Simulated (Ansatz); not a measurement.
Consider the following.

Al (fcc, Cu type)

```yaml
crystal:
  lattice:
    - [0.00000, 4.03999, 4.03999]
    - [2.01999, 0.00000, 2.01999]
    - [2.01999, 2.01999, 0.00000]
  atoms:
    - { symbol: Al, position: [0.00000, 0.00000, 0.00000] }
    - { symbol: Al, position: [0.50000, 0.00000, 0.00000] }
```

The atoms are displaced by Q × the pattern below (from a DFPT mode at L = (0.5, 0.0, 0.0), largest move 1; Q in Å), at fixed cell. It is one choice among 2 degenerate patterns. (q is in reciprocal vectors of the primitive cell; the cell shown is doubled to hold the pattern.)

```
atom       x       y       z
----  ------  ------  ------
Al1   -0.285   0.520  -0.805
Al2    0.285  -0.520   0.805
```

All values below come from PBE (plane waves to 420 eV, PAW, scalar-relativistic; Ansatz, a quantum-chemistry and plane-wave program). k mesh 10×20×20 (Γ-centred), Fermi-Dirac smearing 0.05 eV. The energy includes the smearing's −TS. With partly filled bands, energies and forces of such displacements shift with the k mesh and the smearing. Al was relaxed with its symmetry unable to fall. The PAW data are Ansatz's earlier set. The zero of ΔE is the undisplaced structure.

The scan covers Q from -0.180 to 0.180 Å in 13 points.

Task: Which space group does the distorted structure have?

Result: P-1 (No. 2), lowered from Fm-3m.

Task: What is the energy change at Q = 0.180 Å?

Result: 58.3 meV/cell.

Task: What harmonic wavenumber does the curvature at Q = 0 give?

Result: 137 cm⁻¹.

(A displaced cell: forces are minus the slopes of the energy, force constants its curvatures, and phonons follow from these.)
